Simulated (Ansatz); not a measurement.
VBiO4:
```yaml
crystal:
  lattice:
    - [-2.56064, 2.56064, 5.81001]
    - [2.56064, -2.56064, 5.81001]
    - [2.56064, 2.56064, -5.81001]
  atoms:
    - { symbol: V, position: [0.75000, 0.25000, 0.50000] }
    - { symbol: V, position: [0.00000, 0.00000, 0.00000] }
    - { symbol: Bi, position: [0.25000, 0.75000, 0.50000] }
    - { symbol: Bi, position: [0.50000, 0.50000, 0.00000] }
    - { symbol: O, position: [0.67226, 0.06035, 0.89013] }
    - { symbol: O, position: [0.07774, 0.18965, 0.60987] }
    - { symbol: O, position: [0.17023, 0.78214, 0.10987] }
    - { symbol: O, position: [0.57977, 0.46786, 0.39013] }
    - { symbol: O, position: [0.21786, 0.32774, 0.38809] }
    - { symbol: O, position: [0.53214, 0.92226, 0.11191] }
    - { symbol: O, position: [0.93965, 0.82977, 0.61191] }
    - { symbol: O, position: [0.81035, 0.42023, 0.88809] }
```

Relaxed with r²SCAN. Special points in fractions of this cell's reciprocal vectors: Γ (0.000, 0.000, 0.000); X (0.000, 0.000, 0.500); P (0.250, 0.250, 0.250); N (0.000, 0.500, 0.000); M (0.500, 0.500, -0.500); S (0.299, 0.701, -0.299); S0 (-0.299, 0.299, 0.299); R (-0.097, 0.097, 0.500); G (0.500, 0.500, -0.097).

List the band energies nearest the valence-band maximum at these points for DFT-r²SCAN with spin–orbit coupling in the program Ansatz with PAW potentials.

In eV from the valence-band maximum; about four levels below and three above (degenerate sets whole), none deeper than 8.9 eV; points with the same levels are listed once.

```json
[
 {"k": "Γ", "below": "-0.82 -0.82 -0.57 -0.57", "above": "2.51 2.51 3.02 3.02"},
 {"k": "X", "below": "-0.36 -0.36 -0.36 -0.36", "above": "2.89 2.89 2.89 2.89"},
 {"k": "P", "below": "-0.36 -0.36 -0.35 -0.35", "above": "2.87 2.87 2.88 2.88"},
 {"k": "N", "below": "-0.62 -0.62 -0.17 -0.17", "above": "2.31 2.31 2.69 2.69"},
 {"k": "M", "below": "-0.91 -0.91 -0.91 -0.91", "above": "3.10 3.10 3.10 3.10"},
 {"k": "S", "below": "-0.67 -0.67 -0.39 -0.39", "above": "2.42 2.42 2.70 2.70"},
 {"k": "R", "below": "-0.41 -0.41 -0.38 -0.38", "above": "2.70 2.70 2.96 2.96"}
]
```

Space group I4_1/a. Symmetry was held in the r²SCAN relaxation. No spin polarisation was allowed. No Hubbard U is applied.

Potentials: the later of the program's two PAW sets.
